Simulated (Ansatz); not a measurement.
Zr₃Tl₂Cu₂S₈:
```
Zr3Tl2Cu2S8
1.0
    7.15391     1.86058     0.00000
   -7.15391     1.86058     0.00000
   -5.80824     0.00000    12.71185
Zr Tl Cu S
3 2 2 8
Cartesian
  0.00000   0.00000   0.00000
 -7.14087   1.86058   4.84666
  1.33263   1.86058   7.86519
 -9.31885   1.86058  10.20829
  3.51061   1.86058   2.50356
 -0.52349   1.86058   2.47858
 -5.28474   1.86058  10.23327
 -6.26661   1.86058   2.42744
  0.45837   1.86058  10.28441
 -7.57799   1.86058   7.37133
  1.76975   1.86058   5.34052
 -1.69560   1.86058   4.43874
 -4.11264   1.86058   8.27311
 -1.71487   1.86058   0.53173
 -4.09337   1.86058  12.18012
```

Relaxed with r²SCAN+D4. Special points in fractions of this cell's reciprocal vectors: Γ (0.000, 0.000, 0.000); C (0.270, 0.270, 0.000); C2 (-0.270, 0.730, 0.000); Y2 (-0.500, 0.500, 0.000); M2 (-0.500, 0.500, 0.500); D (-0.262, 0.738, 0.500); D2 (0.262, 0.262, 0.500); A (0.000, 0.000, 0.500); L2 (0.000, 0.500, 0.500); V2 (0.000, 0.500, 0.000).

Task: List the band energies nearest the valence-band maximum at these points for the program Ansatz at the r²SCAN+D4 level (PAW).

Result: In eV from the valence-band maximum; about four levels below and three above (degenerate sets whole), none deeper than 8.9 eV; points with the same levels are listed once.

```tsv
k	below	above
Γ	-0.49 -0.47 -0.27 -0.01	1.13 1.14 1.41
C	-1.16 -1.13 -0.84 -0.77	1.39 1.56 1.60
Y2	-0.72 -0.39 -0.35 -0.18	1.15 1.16 1.36
M2	-0.65 -0.45 -0.32 0.00	1.14 1.15 1.37
D	-1.31 -0.96 -0.88 -0.74	1.46 1.52 1.57
A	-0.38 -0.33 -0.30 -0.19	1.02 1.24 1.43
L2	-1.34 -1.02 -0.92 -0.72	1.35 1.59 1.77
V2	-1.24 -0.96 -0.88 -0.78	1.44 1.46 1.50
```

Space group C2/m. The first step of the workflow began from a Materials Project structure, measured or hypothetical; the Crystallography Open Database copy checked does not list it. Whether it is the stable phase at ambient conditions was not checked. The r²SCAN+D4 relaxation kept the symmetry of its start; whether a distortion lowers the energy is not shown. The run is not spin-polarised. Scalar-relativistic: spin–orbit coupling is off unless named, which matters more the heavier the elements.

Potentials: the later of the program's two PAW sets.
